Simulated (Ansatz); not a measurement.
The relaxed structure here is a generated cell of BiB: the first start was made by placing the elements on the sites of a structure type, and the end was not matched to a known phase here, so it may be hypothetical.

Relaxation of a generated trial cell of BiB in the AFLOW prototype AB_oP8_62_c_c (B16, as in GeS); 8 atoms in the cell, which starts as Pnma (No. 62), oP8; a = 10.582 Å, b = 3.697 Å, c = 4.357 Å, α = 90.00°, β = 90.00°, γ = 90.00°. The numbers are results of r2SCAN (plane waves to 500 eV, PAW, scalar-relativistic; Ansatz, a program for electronic structure), not measurements. Γ-centred k-mesh 3×9×8 on the run's cell, Fermi–Dirac smearing 0.05 eV. This is the first round of the run. 

The optimiser's lines from the output (shortened; P is positive under compression):

```
relax step   1: F+E_penalty+E_count = -50258.38579142 eV  Δ(F+E_penalty+E_count) = +0.000e0 eV  max|allowed force component| = 5.504e-1 eV/Å  Δτ_max = 0.0000 Å  P = -6.167 GPa  Ω = 170.433 Å³  (7 SCF iters, dr2 threshold 1.00e-7 eV, accepted)
relax step   2: F+E_penalty+E_count = -50259.22530978 eV  Δ(F+E_penalty+E_count) = -8.395e-1 eV  max|allowed force component| = 4.547e-1 eV/Å  Δτ_max = 0.0803 Å  P = -2.364 GPa  Ω = 157.009 Å³  (7 SCF iters, dr2 threshold 8.00e-7 eV, accepted)
relax step   3: F+E_penalty+E_count = -50259.82347991 eV  Δ(F+E_penalty+E_count) = -5.982e-1 eV  max|allowed force component| = 5.110e-1 eV/Å  Δτ_max = 0.1118 Å  P = -0.051 GPa  Ω = 149.939 Å³  (7 SCF iters, dr2 threshold 8.00e-7 eV, accepted)
relax step   4: F+E_penalty+E_count = -50260.25760213 eV  Δ(F+E_penalty+E_count) = -4.341e-1 eV  max|allowed force component| = 4.313e-1 eV/Å  Δτ_max = 0.1975 Å  P = +0.119 GPa  Ω = 147.374 Å³  (7 SCF iters, dr2 threshold 8.00e-7 eV, accepted)
relax step   5: F+E_penalty+E_count = -50260.46439835 eV  Δ(F+E_penalty+E_count) = -2.068e-1 eV  max|allowed force component| = 1.791e-1 eV/Å  Δτ_max = 0.2000 Å  P = -0.083 GPa  Ω = 145.674 Å³  (10 SCF iters, dr2 threshold 8.00e-7 eV, accepted)
relax step   6: F+E_penalty+E_count = -50260.48046003 eV  Δ(F+E_penalty+E_count) = -1.606e-2 eV  max|allowed force component| = 1.559e-1 eV/Å  Δτ_max = 0.0185 Å  P = -0.144 GPa  Ω = 145.800 Å³  (5 SCF iters, dr2 threshold 8.00e-7 eV, accepted)
relax step   7: F+E_penalty+E_count = -50260.49899602 eV  Δ(F+E_penalty+E_count) = -1.854e-2 eV  max|allowed force component| = 7.726e-3 eV/Å  Δτ_max = 0.0502 Å  P = -0.049 GPa  Ω = 145.408 Å³  (6 SCF iters, dr2 threshold 8.00e-7 eV, accepted)
relax step   8: F+E_penalty+E_count = -50260.49952077 eV  Δ(F+E_penalty+E_count) = -5.247e-4 eV  max|allowed force component| = 5.679e-4 eV/Å  Δτ_max = 0.0026 Å  P = +0.026 GPa  Ω = 145.251 Å³  (5 SCF iters, dr2 threshold 1.35e-7 eV, accepted)
relax step   9: F+E_penalty+E_count = -50260.49955630 eV  Δ(F+E_penalty+E_count) = -3.553e-5 eV  max|allowed force component| = 7.826e-5 eV/Å  Δτ_max = 0.0002 Å  P = -0.001 GPa  Ω = 145.311 Å³  (5 SCF iters, dr2 threshold 2.47e-8 eV, accepted)
relax step  10: F+E_penalty+E_count = -50260.49956168 eV  Δ(F+E_penalty+E_count) = -5.375e-6 eV  max|allowed force component| = 2.034e-5 eV/Å  Δτ_max = 0.0000 Å  P = -0.001 GPa  Ω = 145.308 Å³  (4 SCF iters, dr2 threshold 1.93e-9 eV, accepted)
relax step  11: F+E_penalty+E_count = -50260.49760276 eV  Δ(F+E_penalty+E_count) = +1.959e-3 eV  max|allowed force component| = 1.944e-5 eV/Å  Δτ_max = 0.0000 Å  P = -0.011 GPa  Ω = 145.308 Å³  stress off target by 1.71e-2 GPa  SCF on the basis re-selected at this cell (its energy is not comparable with the rows above)  (5 SCF iters)
```

From the first to the last row the energy changes by -0.26 eV/atom and the volume by -14.7 %. The last row is marked as not comparable with the walk above it, whose basis was carried along; it does compare with step 1, since both stand on a basis selected at the nominal cutoff for their own cell.

Later rounds, restarted from the end of this one on a renewed k-mesh, logged 10 more steps and released under 0.01 eV/atom more. The final structure after all rounds: Fm-3m (No. 225), cF8, rock salt type; a = b = c = 5.256 Å, α = β = γ = 90.00°. Between re-selections the logged energies stand on a plane-wave basis carried along with the cell. No spin polarisation in the result.

The run could not lose the symmetry of its start: the end is stationary, and may be a saddle point rather than a minimum.
